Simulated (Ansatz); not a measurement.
Q: AlAg (rock salt, Fm-3m) is relaxed with PBE (plane waves, PAW; program Ansatz). What lattice parameters of the conventional cell result?

A: a = 5.407 Å.

The start of the workflow was typed in or built on a structure type; neither database checked (COD, Materials Project) lists it. Its standing as an ambient phase is unchecked. The PBE relaxation kept the symmetry of its start; its stability against distortions is not shown here. The run is not spin-polarised. The volume moved by 24 % from the start of the relaxation. Its formation energy is positive at this level, so the cell may be metastable or incomplete.

Potentials: the later of the program's two PAW sets.
